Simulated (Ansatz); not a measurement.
All numbers below come from DFT PBE, scalar-relativistic, plane waves, PAW (Ansatz 0.2.0). Settings: cutoff 420 eV, Γ-centred meshes spaced at most about 0.3 Å⁻¹, and about 0.25 Å⁻¹ or finer for metals (2π included), Gaussian smearing. Collinear spin in cells that started with moments and kept them past the coarse steps, no spin elsewhere.

These are static total energies at zero pressure.

Compare these two cells of Sr2ZrO3, each relaxed at this level.

A. (site moments Zr 0.2 μB)

Space group R-3m:H (No. 166). a = 6.036 Å, b = 6.036 Å, c = 9.347 Å, α = 90.00°, β = 90.00°, γ = 120.00°
| atom | site | symmetry | x | y | z |
| --- | --- | --- | --- | --- | --- |
| Sr | 6c | 3m | 0.3333 | 0.6667 | 0.3311 |
| Zr | 3a | -3m | 0.0000 | 0.0000 | 0.0000 |
| O | 9d | .2/m | 0.1667 | 0.3333 | 0.8333 |

B. (no spin)

Space group Cmmm (No. 65). a = 7.874 Å, b = 7.998 Å, c = 7.284 Å, α = 90.00°, β = 90.00°, γ = 90.00°
```csv
atom,site,symmetry,x,y,z
Sr,4h,2mm,0.2774,0.0000,0.5000
Zr,2b,mmm,0.5000,0.0000,0.0000
O,4l,mm2,0.5000,0.0000,0.2671
O,2d,mmm,0.0000,0.0000,0.5000
```

Problem. Which form is favoured at zero pressure, and by what margin per atom?

Solution. A is lower, by 0.43 eV/atom. A has space group R-3m (No. 166), 16.4 Å³/atom and no gap on its mesh; B has space group Cmmm (No. 65), 38.2 Å³/atom and no gap. Counting O atoms around Sr and Zr (those within 1.25 times the shortest such distance or 1.15 times the sum of covalent radii, 1.27 where that leaves under three; a plus sign parts nearer from farther groups), A has Sr 3, Zr 6 and B has Sr 1+2, Zr 2. Their magnetic states differ too, which can make part of the margin. The denser one is the lower, and pressure would at first widen the difference. Both come from invented guesses. A third cell relaxed alike, in P-3m1, lies 0.40 eV/atom below the lower of the two.

A magnetic state wasn't ruled out in cells without spin, among them Cmmm. The magnetic state reached may not be the lowest. Cells relaxed within their symmetry can be saddle points. Some candidate types were left out of the draw beforehand, so a known form may be missing.
